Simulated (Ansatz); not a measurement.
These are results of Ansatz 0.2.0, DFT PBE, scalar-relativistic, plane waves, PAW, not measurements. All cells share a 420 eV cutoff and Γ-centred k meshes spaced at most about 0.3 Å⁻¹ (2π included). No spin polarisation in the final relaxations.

Temperature and zero-point effects are left out.

Two forms of NaBeF3 were relaxed alike.

1.

```
Na Be F
1.0
     2.91391    0.00000    0.00000
     0.00000    5.24122    0.00000
     0.00000    0.00000    9.75444
Na Be F
2 2 6
Direct
  0.00000 0.17624 0.90509
  0.00000 0.82376 0.40509
  0.50000 0.31889 0.21869
  0.50000 0.68111 0.71869
  0.00000 0.46958 0.25828
  0.00000 0.53042 0.75828
  0.50000 0.07695 0.30403
  0.50000 0.92305 0.80403
  0.50000 0.28632 0.06444
  0.50000 0.71368 0.56444
```

2.

```
Na Be F
1.0
     3.56893    0.00000    0.00000
     0.00000    3.56893    0.00000
     0.00000    0.00000    3.56893
Na Be F
1 1 3
Cartesian
  0.0000 0.0000 0.0000
  1.7845 1.7845 1.7845
  0.0000 1.7845 1.7845
  1.7845 0.0000 1.7845
  1.7845 1.7845 0.0000
```

Question: Which is lower in energy, and by how much?

Answer: Cell 1 is lower, by 154 meV/atom. Cell 1 has space group Pmc2_1 (No. 26), 14.9 Å³/atom and a gap of 6.72 eV on its mesh; cell 2 has the cubic perovskite type, space group Pm-3m (No. 221), 9.1 Å³/atom and a gap of 7.47 eV. Counting F atoms around Be and Na (those within 1.25 times the shortest such distance or 1.15 times the sum of covalent radii; a plus sign parts nearer from farther groups), cell 1 has Na 5, Be 2+2 and cell 2 has Na 12, Be 6. The lower one is the more open, so pressure narrows the difference. In cell 1, around Na lie 4 F at 2.20–2.21 Å and 1 F at 2.34 Å; Be is surrounded by 2 F at 1.51–1.52 Å and 2 F at 1.70 Å; F on its first site is surrounded by 2 Be at 1.70 Å and 1 Na at 2.34 Å; 2 more sites not described. In cell 2, Na has 12 F at 2.52 Å; around Be lie 6 F at 1.78 Å; F is surrounded by 2 Be at 1.78 Å, 4 Na at 2.52 Å and 8 F at 2.52 Å. Both come from invented guesses.

Kohn–Sham gaps at this level usually fall short of measured ones. Cells relaxed within their symmetry can be saddle points. The Pmc2_1 cell of NaBeF3 came from shaking the Pm-3m one.
